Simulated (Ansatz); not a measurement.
A relaxation of cell and atoms of Ga₄AsP₃, ordered on the zincblende lattice (P-43m) with 8 atoms a cell with the plane-wave code Ansatz, at the level PBE. The starting cell was estimated from covalent radii.

```yaml
crystal:
  lattice:
    - [5.2793485965, 0.0, 0.0]
    - [0.0, 5.2793485965, 0.0]
    - [0.0, 0.0, 5.2793485965]
  atoms:
    - { symbol: P, position: [0.5, 0.0, 0.0] }
    - { symbol: Ga, position: [0.25, 0.75, 0.75] }
    - { symbol: P, position: [0.0, 0.5, 0.0] }
    - { symbol: Ga, position: [0.75, 0.25, 0.75] }
    - { symbol: P, position: [0.0, 0.0, 0.5] }
    - { symbol: Ga, position: [0.75, 0.75, 0.25] }
    - { symbol: As, position: [0.5, 0.5, 0.5] }
    - { symbol: Ga, position: [0.25, 0.25, 0.25] }
kpoints:
  mp_grid: { grid: [4, 4, 4] }
hamiltonian:
  xc: pbe
scf:
  occupations: { method: fermi_dirac, width: 0.02 }
relax:
  f_tol: 0.005
  cell: {}
```

The trajectory has 8 recorded frames, each with fractional positions and then forces in eV/Å along x, y and z. Some frames, the last among them, repeat a geometry solved again on a basis re-selected at its cell; pressure is positive in compression.

Step 1: energy 0.0 meV/atom from step 1, largest force component 0.531 eV/Å, pressure +16.54 GPa; a = 5.279 Å, b = 5.279 Å, c = 5.279 Å, α = 90.00°, β = 90.00°, γ = 90.00°
```
P  0.5000 0.0000 0.0000     0.000   0.000   0.000
Ga 0.2500 0.7500 0.7500    -0.531   0.531   0.531
P  0.0000 0.5000 0.0000     0.000   0.000   0.000
Ga 0.7500 0.2500 0.7500     0.531  -0.531   0.531
P  0.0000 0.0000 0.5000     0.000   0.000   0.000
Ga 0.7500 0.7500 0.2500     0.531   0.531  -0.531
As 0.5000 0.5000 0.5000     0.000   0.000   0.000
Ga 0.2500 0.2500 0.2500    -0.531  -0.531  -0.531
```

Step 2: energy -135.3 meV/atom from step 1, largest force component 0.004 eV/Å, pressure +3.98 GPa; a = 5.473 Å, b = 5.473 Å, c = 5.473 Å, α = 90.00°, β = 90.00°, γ = 90.00°
```
P  0.5000 0.0000 0.0000     0.000   0.000   0.000
Ga 0.2454 0.7546 0.7546     0.004  -0.004  -0.004
P  0.0000 0.5000 0.0000     0.000   0.000   0.000
Ga 0.7546 0.2454 0.7546    -0.004   0.004  -0.004
P  0.0000 0.0000 0.5000     0.000   0.000   0.000
Ga 0.7546 0.7546 0.2454    -0.004  -0.004   0.004
As 0.5000 0.5000 0.5000     0.000   0.000   0.000
Ga 0.2454 0.2454 0.2454     0.004   0.004   0.004
```

Step 3: energy -146.6 meV/atom from step 1, largest force component 0.026 eV/Å, pressure +0.78 GPa; a = 5.543 Å, b = 5.543 Å, c = 5.543 Å, α = 90.00°, β = 90.00°, γ = 90.00°
```
P  0.5000 0.0000 0.0000     0.000   0.000   0.000
Ga 0.2459 0.7541 0.7541    -0.026   0.026   0.026
P  0.0000 0.5000 0.0000     0.000   0.000   0.000
Ga 0.7541 0.2459 0.7541     0.026  -0.026   0.026
P  0.0000 0.0000 0.5000     0.000   0.000   0.000
Ga 0.7541 0.7541 0.2459     0.026   0.026  -0.026
As 0.5000 0.5000 0.5000     0.000   0.000   0.000
Ga 0.2459 0.2459 0.2459    -0.026  -0.026  -0.026
```

Step 4: energy -147.1 meV/atom from step 1, largest force component 0.000 eV/Å, pressure +0.06 GPa; a = 5.560 Å, b = 5.560 Å, c = 5.560 Å, α = 90.00°, β = 90.00°, γ = 90.00°
```
P  0.5000 0.0000 0.0000     0.000   0.000   0.000
Ga 0.2456 0.7544 0.7544     0.000   0.000   0.000
P  0.0000 0.5000 0.0000     0.000   0.000   0.000
Ga 0.7544 0.2456 0.7544     0.000   0.000   0.000
P  0.0000 0.0000 0.5000     0.000   0.000   0.000
Ga 0.7544 0.7544 0.2456     0.000   0.000   0.000
As 0.5000 0.5000 0.5000     0.000   0.000   0.000
Ga 0.2456 0.2456 0.2456     0.000   0.000   0.000
```

Step 5: energy -147.1 meV/atom from step 1, largest force component 0.000 eV/Å, pressure 0.00 GPa; a = 5.562 Å, b = 5.562 Å, c = 5.562 Å, α = 90.00°, β = 90.00°, γ = 90.00°
```
P  0.5000 0.0000 0.0000     0.000   0.000   0.000
Ga 0.2456 0.7544 0.7544     0.000   0.000   0.000
P  0.0000 0.5000 0.0000     0.000   0.000   0.000
Ga 0.7544 0.2456 0.7544     0.000   0.000   0.000
P  0.0000 0.0000 0.5000     0.000   0.000   0.000
Ga 0.7544 0.7544 0.2456     0.000   0.000   0.000
As 0.5000 0.5000 0.5000     0.000   0.000   0.000
Ga 0.2456 0.2456 0.2456     0.000   0.000   0.000
```

Step 6: energy -148.6 meV/atom from step 1, largest force component 0.000 eV/Å, pressure +0.08 GPa; a = 5.562 Å, b = 5.562 Å, c = 5.562 Å, α = 90.00°, β = 90.00°, γ = 90.00°
```
P  0.5000 0.0000 0.0000     0.000   0.000   0.000
Ga 0.2456 0.7544 0.7544     0.000   0.000   0.000
P  0.0000 0.5000 0.0000     0.000   0.000   0.000
Ga 0.7544 0.2456 0.7544     0.000   0.000   0.000
P  0.0000 0.0000 0.5000     0.000   0.000   0.000
Ga 0.7544 0.7544 0.2456     0.000   0.000   0.000
As 0.5000 0.5000 0.5000     0.000   0.000   0.000
Ga 0.2456 0.2456 0.2456     0.000   0.000   0.000
```

Step 7: energy -148.6 meV/atom from step 1, largest force component 0.000 eV/Å, pressure 0.00 GPa; a = 5.564 Å, b = 5.564 Å, c = 5.564 Å, α = 90.00°, β = 90.00°, γ = 90.00°
```
P  0.5000 0.0000 0.0000     0.000   0.000   0.000
Ga 0.2456 0.7544 0.7544     0.000   0.000   0.000
P  0.0000 0.5000 0.0000     0.000   0.000   0.000
Ga 0.7544 0.2456 0.7544     0.000   0.000   0.000
P  0.0000 0.0000 0.5000     0.000   0.000   0.000
Ga 0.7544 0.7544 0.2456     0.000   0.000   0.000
As 0.5000 0.5000 0.5000     0.000   0.000   0.000
Ga 0.2456 0.2456 0.2456     0.000   0.000   0.000
```

Step 8: energy -148.6 meV/atom from step 1, largest force component 0.000 eV/Å, pressure 0.00 GPa; a = 5.564 Å, b = 5.564 Å, c = 5.564 Å, α = 90.00°, β = 90.00°, γ = 90.00°
```
P  0.5000 0.0000 0.0000     0.000   0.000   0.000
Ga 0.2456 0.7544 0.7544     0.000   0.000   0.000
P  0.0000 0.5000 0.0000     0.000   0.000   0.000
Ga 0.7544 0.2456 0.7544     0.000   0.000   0.000
P  0.0000 0.0000 0.5000     0.000   0.000   0.000
Ga 0.7544 0.7544 0.2456     0.000   0.000   0.000
As 0.5000 0.5000 0.5000     0.000   0.000   0.000
Ga 0.2456 0.2456 0.2456     0.000   0.000   0.000
```

In 6 steps the volume changed by +17.1 %; between the first SCF and the last, each on a basis chosen for its cell, the energy fell by 149 meV an atom. Final cell: space group P-43m (No. 215), cubic; conventional cell a = 5.564 Å, 21.53 Å³ an atom. Around P lie 4 Ga at 2.40 Å; around Ga lie 3 P at 2.40 Å and 1 As at 2.45 Å; around As lie 4 Ga at 2.45 Å.

Command: `ansatz run input.yaml --threads 4 --pin off --max-ram 6451MiB --backend cpu --events-out ev --progress --plain --runs-dir out`.

Problem. It took 14 s on 4 threads of Arm Neoverse V1, on a shared host, load about 0.6 per core. What peak of host memory did it reach?

Solution. About 0.52 GiB.

Computed, not measured; no magnetism was allowed, and whether the structure is a known phase isn't checked.
